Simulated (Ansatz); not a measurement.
Polymorphs of CdO, each relaxed with plane-wave PAW PBEsol (Ansatz code):

A: wurtzite (P6_3mc)
a = b = 3.624 Å, c = 5.658 Å, α = β = 90.00°, γ = 120.00°

```
atom  site  symmetry       x       y       z
----  ----  --------  ------  ------  ------
Cd      2b       3m.  0.6667  0.3333  0.4974
O       2b       3m.  0.3333  0.6667  0.3875
```

B: CsCl type (Pm-3m)
a = b = c = 2.8812 Å, α = β = γ = 90.00°

| atom | site | symmetry | x | y | z |
|---|---|---|---|---|---|
| Cd | 1a | m-3m | 0.0000 | 0.0000 | 0.0000 |
| O | 1b | m-3m | 0.5000 | 0.5000 | 0.5000 |

C: rock salt (Fm-3m)
a = b = c = 4.6902 Å, α = β = γ = 90.00°

```json
[
 {"atom": "Cd", "site": "4a", "symmetry": "m-3m", "x": "0.0000", "y": "0.0000", "z": "0.0000"},
 {"atom": "O", "site": "4b", "symmetry": "m-3m", "x": "0.5000", "y": "0.5000", "z": "0.5000"}
]
```

Problem. Rank these by energy per atom at 0 K (lowest first), as PBEsol gives it.

Solution. C (+0 meV/atom), A (+52 meV/atom), B (+380 meV/atom)

Typed or built starts, not in the databases checked: B. Not the usual ambient phase: A; B. Unstable at this level: B. All cells were relaxed under the symmetry of their starts (and spin orders); stability against distortions was not tested throughout. Scalar-relativistic: spin–orbit coupling is off unless named, which matters more the heavier the elements.

Energies hold the estimated change up to a 700 eV cutoff; steps of a few meV lie near the error of the meshes.

Potentials: the later of the program's two PAW sets.
